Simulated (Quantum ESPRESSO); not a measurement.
## Hf2TiO4F4 (one run as intended and one with a planted mistake)

Simulated, not a measurement. The program is pw.x of Quantum ESPRESSO 7.5 (plane-wave density functional theory). The cell is made up: 11 atoms on a rutile lattice with one site empty, with randomly drawn elements, strain and displacements, not relaxed. PseudoDojo standard norm-conserving files (v0.5 for PBE, v0.4.1 for LDA and PBEsol) set the functional; there is no spin polarisation, spin-orbit coupling or dispersion term, and the masses in the input are unused placeholders.

The hafnium pseudopotential is less sure than the others, with forces about 3 percent (worst 6) and pressure in oxides about 1.5 GPa (worst 2.7) from a second method in checks, which no rerun with the same files tests.

Intended input:

```
&control calculation='scf', pseudo_dir='./dojo.nc.sr.pbe.v0_5.standard.upf', outdir='./o', disk_io='low', tprnfor=.true., tstress=.true. /
&system ibrav=0, nat=11, ntyp=4, nbnd=50, ecutwfc=84.00895049, nosym=.true., tot_charge=0,
 occupations='smearing', smearing='fd', degauss=0.0018374661
/
&electrons conv_thr=7.350e-09, electron_maxstep=60, /
ATOMIC_SPECIES
F 1.0 F.upf
Hf 1.0 Hf.upf
O 1.0 O.upf
Ti 1.0 Ti.upf
CELL_PARAMETERS angstrom
4.744 -0.055 -0.0298
-0.055 4.7434 -0.0399
-0.0388 -0.0519 6.2591
ATOMIC_POSITIONS angstrom
Hf -0.0059 -0.0205 -0.0882
Hf 2.2336 2.3975 1.5878
Ti -0.0339 -0.0134 3.1567
O 1.476 1.5096 0.052
O 3.1681 3.3974 0.0139
F 3.7928 0.8444 1.4659
O 0.8888 3.8634 1.5656
F 1.3301 1.447 3.1365
F 3.2213 3.1776 3.1453
F 3.8184 0.8551 4.7353
O 0.9443 3.7739 4.6652
K_POINTS automatic
5 5 4 1 1 1
```

The log is shortened where brackets say so; the opening notice, blank lines, dates and the lines on written files are dropped, and the path of the files is cut. It prints rydbergs, bohrs and kilobars, and counts compression as positive stress. Where no state is partly filled, the Fermi energy that it prints is only some level between the filled and the empty states on the mesh, and need not lie in the true gap.

Log of the intended run:

```
     Program PWSCF v.7.5
     Parallel version (MPI & OpenMP), running on       4 processor cores
     Number of MPI processes:                 4
     Threads/MPI process:                     1
     [start-up lines left out]
     bravais-lattice index     =            0
     lattice parameter (alat)  =       8.9656  a.u.
     unit-cell volume          =     950.2476 (a.u.)^3
     number of atoms/cell      =           11
     number of atomic types    =            4
     number of electrons       =        88.00
     number of Kohn-Sham states=           50
     kinetic-energy cutoff     =      84.0090  Ry
     charge density cutoff     =     336.0358  Ry
     scf convergence threshold =      7.3E-09
     mixing beta               =       0.7000
     number of iterations used =            8  plain     mixing
     Exchange-correlation= PBE
                           (   1   4   3   4   0   0   0)
     [axes and pseudopotential details left out]
   Cartesian axes
     site n.     atom                  positions (alat units)
         1        Hf     tau(   1) = (  -0.0012436  -0.0043209  -0.0185903  )
         2        Hf     tau(   2) = (   0.4707854   0.5053313   0.3346674  )
         3        Ti     tau(   3) = (  -0.0071452  -0.0028244   0.6653511  )
         4        O      tau(   4) = (   0.3111028   0.3181848   0.0109603  )
         5        O      tau(   5) = (   0.6677539   0.7160845   0.0029298  )
         6        F      tau(   6) = (   0.7994246   0.1779778   0.3089740  )
         7        O      tau(   7) = (   0.1873362   0.8143053   0.3299882  )
         8        F      tau(   8) = (   0.2803508   0.3049904   0.6610935  )
         9        F      tau(   9) = (   0.6789671   0.6697563   0.6629483  )
        10        F      tau(  10) = (   0.8048204   0.1802331   0.9980793  )
        11        O      tau(  11) = (   0.1990341   0.7954410   0.9833041  )
     number of k points=    50  Fermi-Dirac smearing, width (Ry)=  0.0018
                       cart. coord. in units 2pi/alat
        k(    1) = (   0.1017958   0.1020111   0.0962272), wk =   0.0400000
        k(    2) = (   0.1030050   0.1036193   0.2857486), wk =   0.0400000
     [further k points left out]
     Dense  grid:    98845 G-vectors     FFT dimensions: (  54,  54,  72)
     Estimated max dynamical RAM per process >     284.04 MB
     Estimated total dynamical RAM >       1.04 GB
     Initial potential from superposition of free atoms
     starting charge      87.9947, renormalised to      88.0000
     Starting wfcs are   62 randomized atomic wfcs
     total cpu time spent up to now is        5.9 secs
     per-process dynamical memory:   222.4 Mb
     Self-consistent Calculation
     iteration #  1     ecut=    84.01 Ry     beta= 0.70
     Davidson diagonalization with overlap
     ethr =  1.00E-02,  avg # of iterations =  2.0
     total cpu time spent up to now is       15.1 secs
     total energy              =    -672.53394661 Ry
     estimated scf accuracy    <       4.43846467 Ry
     iteration #  2     ecut=    84.01 Ry     beta= 0.70
     Davidson diagonalization with overlap
     ethr =  5.04E-03,  avg # of iterations =  6.1
     total cpu time spent up to now is       30.0 secs
     total energy              =    -667.37610298 Ry
     estimated scf accuracy    <      80.41861156 Ry
     [iterations 3 to 16 left out]
     iteration # 17     ecut=    84.01 Ry     beta= 0.70
     Davidson diagonalization with overlap
     ethr =  2.48E-11,  avg # of iterations =  4.4
     total cpu time spent up to now is      182.6 secs
     total energy              =    -675.02570650 Ry
     estimated scf accuracy    <       0.00000002 Ry
     iteration # 18     ecut=    84.01 Ry     beta= 0.70
     Davidson diagonalization with overlap
     ethr =  1.73E-11,  avg # of iterations =  3.0
     total cpu time spent up to now is      191.7 secs
     End of self-consistent calculation
     [lines on levels left out]
     the Fermi energy is     7.6808 ev
!    total energy              =    -675.02570650 Ry
     estimated scf accuracy    <          6.6E-10 Ry
     smearing contrib. (-TS)   =      -0.00000021 Ry
     internal energy E=F+TS    =    -675.02570629 Ry
     The total energy is F=E-TS. E is the sum of the following terms:
     one-electron contribution =    -262.30888316 Ry
     hartree contribution      =     172.84810518 Ry
     xc contribution           =    -152.22565649 Ry
     ewald contribution        =    -433.33927182 Ry
     convergence has been achieved in  18 iterations
     Forces acting on atoms (cartesian axes, Ry/au):
     atom    1 type  2   force =     0.09643321   -0.08461497   -0.01742745
     atom    2 type  2   force =    -0.00511557    0.02853235   -0.23151605
     atom    3 type  4   force =     0.13775002   -0.13350962    0.10432909
     atom    4 type  3   force =    -0.06068982   -0.05338240    0.05930936
     atom    5 type  3   force =     0.03620801    0.00551838    0.08536265
     atom    6 type  1   force =    -0.02322816    0.04023600    0.09446149
     atom    7 type  3   force =    -0.06957512    0.05361643    0.10612131
     atom    8 type  1   force =    -0.04986367   -0.04948080    0.01957535
     atom    9 type  1   force =     0.07987721    0.06924722    0.03357706
     atom   10 type  1   force =    -0.03120472    0.03370757   -0.11355618
     atom   11 type  3   force =    -0.11059139    0.09012984   -0.14023663
     Total force =     0.490174     Total SCF correction =     0.000065
     Computing stress (Cartesian axis) and pressure
          total   stress  (Ry/bohr**3)                   (kbar)     P=       31.43
   0.00019939  -0.00011562   0.00013639           29.33      -17.01       20.06
  -0.00011562   0.00031125   0.00014955          -17.01       45.79       22.00
   0.00013639   0.00014955   0.00013042           20.06       22.00       19.19
     init_run     :      4.87s CPU      5.16s WALL (       1 calls)
     electrons    :    183.65s CPU    185.79s WALL (       1 calls)
     forces       :      1.95s CPU      2.00s WALL (       1 calls)
     stress       :      6.89s CPU      7.17s WALL (       1 calls)
     [timing details left out]
     PWSCF        :   3m18.18s CPU   3m21.05s WALL
     JOB DONE.
```

A second run has one planted mistake: the cell and the positions are scaled by a wrong factor. The input lines that differ, file-writing options aside:

```
- 4.744 -0.055 -0.0298
+ 4.818 -0.0559 -0.0303
- -0.055 4.7434 -0.0399
+ -0.0559 4.8174 -0.0405
- -0.0388 -0.0519 6.2591
+ -0.0394 -0.0527 6.3567
- Hf -0.0059 -0.0205 -0.0882
+ Hf -0.006 -0.0208 -0.0896
- Hf 2.2336 2.3975 1.5878
+ Hf 2.2684 2.4349 1.6126
- Ti -0.0339 -0.0134 3.1567
+ Ti -0.0344 -0.0136 3.2059
- O 1.476 1.5096 0.052
+ O 1.499 1.5331 0.0528
- O 3.1681 3.3974 0.0139
+ O 3.2175 3.4504 0.0141
- F 3.7928 0.8444 1.4659
+ F 3.852 0.8576 1.4888
- O 0.8888 3.8634 1.5656
+ O 0.9027 3.9237 1.59
- F 1.3301 1.447 3.1365
+ F 1.3508 1.4696 3.1854
- F 3.2213 3.1776 3.1453
+ F 3.2716 3.2272 3.1944
- F 3.8184 0.8551 4.7353
+ F 3.878 0.8684 4.8092
- O 0.9443 3.7739 4.6652
+ O 0.959 3.8328 4.738
```

Its log:

```
     Program PWSCF v.7.5
     Parallel version (MPI & OpenMP), running on       4 processor cores
     Number of MPI processes:                 4
     Threads/MPI process:                     1
     [start-up lines left out]
     bravais-lattice index     =            0
     lattice parameter (alat)  =       9.1055  a.u.
     unit-cell volume          =     995.4091 (a.u.)^3
     number of atoms/cell      =           11
     number of atomic types    =            4
     number of electrons       =        88.00
     number of Kohn-Sham states=           50
     kinetic-energy cutoff     =      84.0090  Ry
     charge density cutoff     =     336.0358  Ry
     scf convergence threshold =      7.3E-09
     mixing beta               =       0.7000
     number of iterations used =            8  plain     mixing
     Exchange-correlation= PBE
                           (   1   4   3   4   0   0   0)
     [axes and pseudopotential details left out]
   Cartesian axes
     site n.     atom                  positions (alat units)
         1        Hf     tau(   1) = (  -0.0012452  -0.0043168  -0.0185953  )
         2        Hf     tau(   2) = (   0.4707768   0.5053317   0.3346741  )
         3        Ti     tau(   3) = (  -0.0071393  -0.0028225   0.6653426  )
         4        O      tau(   4) = (   0.3110979   0.3181749   0.0109579  )
         5        O      tau(   5) = (   0.6677501   0.7160854   0.0029263  )
         6        F      tau(   6) = (   0.7994323   0.1779837   0.3089810  )
         7        O      tau(   7) = (   0.1873436   0.8143127   0.3299837  )
         8        F      tau(   8) = (   0.2803409   0.3049963   0.6610881  )
         9        F      tau(   9) = (   0.6789778   0.6697632   0.6629560  )
        10        F      tau(  10) = (   0.8048282   0.1802251   0.9980866  )
        11        O      tau(  11) = (   0.1990279   0.7954475   0.9833100  )
     number of k points=    50  Fermi-Dirac smearing, width (Ry)=  0.0018
                       cart. coord. in units 2pi/alat
        k(    1) = (   0.1017974   0.1020114   0.0962275), wk =   0.0400000
        k(    2) = (   0.1030080   0.1036188   0.2857499), wk =   0.0400000
     [further k points left out]
     Dense  grid:   103543 G-vectors     FFT dimensions: (  54,  54,  72)
     Estimated max dynamical RAM per process >     296.16 MB
     Estimated total dynamical RAM >       1.08 GB
     Initial potential from superposition of free atoms
     starting charge      87.9947, renormalised to      88.0000
     Starting wfcs are   62 randomized atomic wfcs
     total cpu time spent up to now is        5.4 secs
     per-process dynamical memory:   231.5 Mb
     Self-consistent Calculation
     iteration #  1     ecut=    84.01 Ry     beta= 0.70
     Davidson diagonalization with overlap
     ethr =  1.00E-02,  avg # of iterations =  2.0
     total cpu time spent up to now is       14.0 secs
     total energy              =    -672.41721999 Ry
     estimated scf accuracy    <       4.58870328 Ry
     iteration #  2     ecut=    84.01 Ry     beta= 0.70
     Davidson diagonalization with overlap
     ethr =  5.21E-03,  avg # of iterations =  6.1
     total cpu time spent up to now is       27.8 secs
     total energy              =    -667.29149170 Ry
     estimated scf accuracy    <      83.44615862 Ry
     [iterations 3 to 16 left out]
     iteration # 17     ecut=    84.01 Ry     beta= 0.70
     Davidson diagonalization with overlap
     ethr =  1.06E-10,  avg # of iterations =  5.0
     total cpu time spent up to now is      179.3 secs
     total energy              =    -675.02383744 Ry
     estimated scf accuracy    <       0.00000004 Ry
     iteration # 18     ecut=    84.01 Ry     beta= 0.70
     Davidson diagonalization with overlap
     ethr =  4.71E-11,  avg # of iterations =  3.4
     total cpu time spent up to now is      188.6 secs
     End of self-consistent calculation
     [lines on levels left out]
     the Fermi energy is     7.0310 ev
!    total energy              =    -675.02383744 Ry
     estimated scf accuracy    <          3.6E-09 Ry
     smearing contrib. (-TS)   =      -0.00000065 Ry
     internal energy E=F+TS    =    -675.02383679 Ry
     The total energy is F=E-TS. E is the sum of the following terms:
     one-electron contribution =    -272.35970017 Ry
     hartree contribution      =     175.94160569 Ry
     xc contribution           =    -151.92277396 Ry
     ewald contribution        =    -426.68296835 Ry
     convergence has been achieved in  18 iterations
     Forces acting on atoms (cartesian axes, Ry/au):
     atom    1 type  2   force =     0.08301660   -0.08032421   -0.02226911
     atom    2 type  2   force =    -0.01458570    0.03194380   -0.22691309
     atom    3 type  4   force =     0.13676410   -0.12767726    0.09848860
     atom    4 type  3   force =    -0.05687351   -0.04815925    0.07920949
     atom    5 type  3   force =     0.04436210    0.01216989    0.09285150
     atom    6 type  1   force =    -0.01778673    0.03386137    0.08378638
     atom    7 type  3   force =    -0.06485125    0.04704254    0.09806793
     atom    8 type  1   force =    -0.04654065   -0.04637396    0.00351208
     atom    9 type  1   force =     0.07087062    0.06350052    0.01432555
     atom   10 type  1   force =    -0.01319942    0.01405200   -0.09647464
     atom   11 type  3   force =    -0.12117617    0.09996455   -0.12458469
     Total force =     0.470977     Total SCF correction =     0.000158
     Computing stress (Cartesian axis) and pressure
          total   stress  (Ry/bohr**3)                   (kbar)     P=      -41.07
  -0.00025390  -0.00013949   0.00011996          -37.35      -20.52       17.65
  -0.00013949  -0.00014238   0.00012801          -20.52      -20.95       18.83
   0.00011996   0.00012801  -0.00044122           17.65       18.83      -64.91
     init_run     :      5.00s CPU      5.30s WALL (       1 calls)
     electrons    :    180.86s CPU    183.19s WALL (       1 calls)
     forces       :      2.02s CPU      2.06s WALL (       1 calls)
     stress       :      7.15s CPU      7.43s WALL (       1 calls)
     [timing details left out]
     PWSCF        :   3m15.17s CPU   3m18.24s WALL
     JOB DONE.
```

```
                                            intended run  run with the mistake
                          free energy (eV)     -9184.193             -9184.167
                    smearing term -TS (eV)        0.0000                0.0000
                            pressure (GPa)          3.14                 -4.11
            largest force component (eV/Å)         5.953                 5.834
largest change of a force component (eV/Å)                               0.512
                                iterations            18                    18
```

For scale, a rerun of the intended cell at a cutoff of 1437 eV and k mesh 7 x 7 x 6 moved values by no more than 0.004 eV in energy, 0.03 GPa in stress and 0.002 eV/Å in force.